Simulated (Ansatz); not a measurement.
The relaxed structure here is a generated cell of ZrO2: the first start was made by a random draw of sites in a space group, and the end was not matched to a known phase here, so it may be hypothetical. Known forms of ZrO2 include space group No. 14, 137, 225.

The end point of a relaxation of ZrO$_{2}$. Space group P6₃mc (No. 186). These are r2SCAN (plane waves to 500 eV, PAW, scalar-relativistic; Ansatz, an electronic-structure program) values and carry that method's errors.

```cif
data_O4Zr2
_chemical_formula_sum 'O4 Zr2'
_space_group_name_H-M_alt 'P 1'
_space_group_IT_number 1
_cell_length_a 3.49064
_cell_length_b 3.49064
_cell_length_c 6.58685
_cell_angle_alpha 90.000
_cell_angle_beta 90.000
_cell_angle_gamma 120.000
loop_
_space_group_symop_operation_xyz
  'x, y, z'
loop_
_atom_site_label
_atom_site_type_symbol
_atom_site_fract_x
_atom_site_fract_y
_atom_site_fract_z
_atom_site_occupancy
O1 O 0.66667 0.33333 0.22231 1
O2 O 0.33333 0.66667 0.72231 1
O3 O 0.00000 0.00000 0.97894 1
O4 O 0.00000 0.00000 0.47894 1
Zr1 Zr 0.33333 0.66667 0.04515 1
Zr2 Zr 0.66667 0.33333 0.54515 1
```

Q: What band gap does r2SCAN give?

A: 3.40 eV, indirect (valence top at M, conduction bottom at 86 % of the way from M to K) (no spin-orbit coupling).

Q: What smallest direct gap does r2SCAN give?

A: 3.68 eV at k = (0.2727, 0.3636, 0).

No spin polarisation in the result.

It was reached from a disturbed copy of a P4/mmm (No. 123) cell, against which it lies -0.351 eV/atom.
